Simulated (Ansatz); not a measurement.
Starting structure, C put above a Si atom that lies 1.1 Å under the outermost one (Si2Ni, Fm-3m (No. 225), (1 0 0) face):

```xyz
10
Lattice="3.8123 0.0000 0.0000 0.0000 3.8123 0.0000 0.0000 0.0000 25.7393" Properties=species:S:1:pos:R:3 pbc="T T T"
Si    1.9062    0.0000    8.5000
Si    0.0000    1.9062    8.5000
Ni    1.9062    1.9062    9.8479
Si    0.0000    1.9062   11.1957
Si    1.9062    0.0000   11.1957
Ni    0.0000    0.0000   12.4729
Si    1.9062    0.0000   13.9102
Si    0.0000    1.9062   13.9102
Ni    1.9062    1.9062   15.0337
C     1.9062    0.0000   15.7937
```

Level of theory: DFT PBEsol, scalar-relativistic, plane waves, PAW (Ansatz 0.2.0). Settings: cutoff 420 eV, Γ-centred mesh 8×8×1 on the computed 10-atom cell, Gaussian smearing of 0.10 eV; no spin polarisation. The cell repeats along c with a dipole correction in the vacuum.

Atoms 1, 2, 3, 4, 5 (counted from 1) are held. The cell is fixed. Force threshold 0.03 eV/Å.

```json
{"step": "1", "E − E_final (eV)": "0.495", "largest force (eV/Å)": "3.124"}
{"step": "2", "E − E_final (eV)": "0.205", "largest force (eV/Å)": "2.003"}
{"step": "3", "E − E_final (eV)": "0.005", "largest force (eV/Å)": "0.286"}
{"step": "4", "E − E_final (eV)": "0.000", "largest force (eV/Å)": "0.082"}
{"step": "5", "E − E_final (eV)": "0.000", "largest force (eV/Å)": "0.019"}
```

Question: What is the final structure?

Answer:
```xyz
10
Lattice="3.8123 0.0000 0.0000 0.0000 3.8123 0.0000 0.0000 0.0000 25.7393" Properties=species:S:1:pos:R:3 pbc="T T T"
Si    1.9062    0.0000    8.5000
Si    0.0000    1.9062    8.5000
Ni    1.9062    1.9062    9.8479
Si    0.0000    1.9062   11.1957
Si    1.9062    0.0000   11.1957
Ni    0.0000    0.0000   12.5238
Si    1.9062    0.0000   13.8086
Si    0.0000    1.9062   13.9547
Ni    1.9062    1.9062   15.2788
C     1.9062    0.0000   15.7080
```

The end is the local minimum or symmetric point that this start leads to. The slab is only 6.7 Å thick, so the energy isn't converged with thickness.

Spin polarisation was left out, and a magnetic state may lie lower.

Cost: 1 run of about 3.2 core-minutes, on Intel Xeon Platinum 8488C (Sapphire Rapids) (shared hosts).